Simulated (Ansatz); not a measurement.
Input:

SnO2:
```
SnO2
1.0
    4.75849     0.00000     0.00000
    0.00000     4.75849     0.00000
    0.00000     0.00000     3.20015
Sn O
2 4
Direct
  0.50000   0.50000   0.50000
  0.00000   0.00000   0.00000
  0.19410   0.80590   0.50000
  0.80590   0.19410   0.50000
  0.69410   0.69410   0.00000
  0.30590   0.30590   0.00000
```

This is the r²SCAN-relaxed structure.

Question: All from r²SCAN in the plane-wave PAW code Ansatz, unless another level is named. Predict the formation energy from the elements (no fitted shifts).

Answer: -1.84 eV/atom.

Question: Predict the band gap.

Answer: 1.79 eV (direct).

Question: Next, the valence-band maximum?

Answer: at Γ.

Space group P4_2/mnm (rutile). The cell was relaxed with r²SCAN under the symmetry of its start. The references are the lowest solids computed at this level, not always the standard phases (solids in place of the gases). Scalar-relativistic: spin–orbit coupling is off unless named, which matters more the heavier the elements.

Potentials: the earlier of the program's two PAW sets.
